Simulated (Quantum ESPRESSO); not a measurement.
Band energies of CdO

```
CdO
1.0
    0.00000     2.31834     2.31834
    2.31834     0.00000     2.31834
    2.31834     2.31834     0.00000
O Cd
1 1
Direct
  0.50000   0.50000   0.50000
  0.00000   0.00000   0.00000
```

LDA (Quantum ESPRESSO, PseudoDojo norm-conserving, 102 Ry, scalar-relativistic); path ΓXWKΓLUWLK,UX; energies in eV from the Fermi level.

```csv
k (1/Å),point,band 9,band 10,band 11,band 12,band 13,band 14,band 15,band 16
0.00,Γ,-6.48,-6.48,-1.64,-1.64,-1.64,-0.49,14.42,17.11
0.31,,-6.76,-6.44,-2.45,-1.67,-1.67,1.16,13.41,15.27
0.63,,-6.58,-6.35,-2.96,-1.86,-1.86,3.29,11.24,12.25
1.04,,-6.19,-6.19,-3.81,-2.42,-2.42,4.11,8.55,11.40
1.36,X,-6.02,-5.63,-4.79,-2.66,-2.66,3.74,8.44,11.22
1.81,,-6.02,-5.75,-3.86,-2.92,-2.19,5.25,8.54,9.46
2.03,W,-6.02,-5.76,-3.30,-3.30,-2.08,5.96,8.83,8.83
2.15,,-6.03,-5.79,-3.47,-3.17,-1.99,5.87,8.69,8.85
2.51,K,-6.12,-6.00,-3.71,-3.15,-1.46,5.34,8.53,8.55
2.61,,-6.17,-6.05,-3.39,-3.26,-1.08,5.90,7.81,8.60
2.92,,-6.35,-6.09,-3.50,-2.52,-0.27,5.59,7.93,9.12
3.23,,-6.55,-6.21,-3.52,-1.95,-0.29,3.63,10.31,10.36
3.64,,-6.72,-6.49,-2.71,-1.67,-1.23,1.00,13.02,14.58
3.95,Γ,-6.48,-6.48,-1.64,-1.64,-1.64,-0.49,14.42,17.11
4.38,,-6.56,-6.56,-3.28,-1.15,-1.15,1.66,11.62,14.95
4.70,,-6.35,-6.35,-3.94,-0.51,-0.51,3.33,8.85,12.93
5.12,L,-6.18,-6.18,-4.00,-0.07,-0.07,4.23,7.34,11.76
5.43,,-6.21,-6.18,-3.97,-0.96,-0.34,5.22,7.04,10.56
5.85,,-6.15,-6.06,-3.66,-3.00,-1.23,5.67,7.94,8.76
5.95,U,-6.12,-6.00,-3.71,-3.15,-1.46,5.34,8.53,8.55
6.19,,-6.07,-5.87,-3.60,-3.13,-1.77,5.65,8.60,8.70
6.43,W,-6.02,-5.76,-3.30,-3.30,-2.08,5.96,8.83,8.83
6.53,,-6.04,-5.80,-3.38,-3.22,-1.97,5.99,8.61,8.87
6.91,,-6.18,-6.18,-3.89,-1.76,-0.75,6.24,6.68,9.78
7.20,,-6.20,-6.18,-3.99,-0.45,-0.18,4.65,7.23,11.21
7.39,L,-6.18,-6.18,-4.00,-0.07,-0.07,4.23,7.34,11.76
7.56,,-6.19,-6.18,-4.00,-0.36,-0.15,4.56,7.25,11.33
7.80,,-6.21,-6.18,-3.93,-1.48,-0.53,5.79,6.85,9.99
8.14,,-6.14,-6.05,-3.65,-3.06,-1.27,5.61,8.06,8.71
8.22,K,-6.12,-6.00,-3.71,-3.15,-1.46,5.34,8.53,8.55
8.22,U,-6.12,-6.00,-3.71,-3.15,-1.46,5.34,8.53,8.55
8.32,,-6.09,-5.91,-4.00,-3.02,-1.81,4.85,8.49,9.24
8.70,X,-6.02,-5.63,-4.79,-2.66,-2.66,3.74,8.44,11.22
```

At this level the gap is closed or nearly so: along the path the highest valence and lowest conduction bands touch, or overlap by less than 0.6 eV, a zero-gap or semimetallic result; the valence top lies at L, the conduction bottom at Γ, 0.42 eV lower. Semilocal functionals close the gaps of some narrow-gap semiconductors, so this alone doesn't show that the compound has none.

Spin-orbit splittings are left out.

Geometry relaxed with LDA.
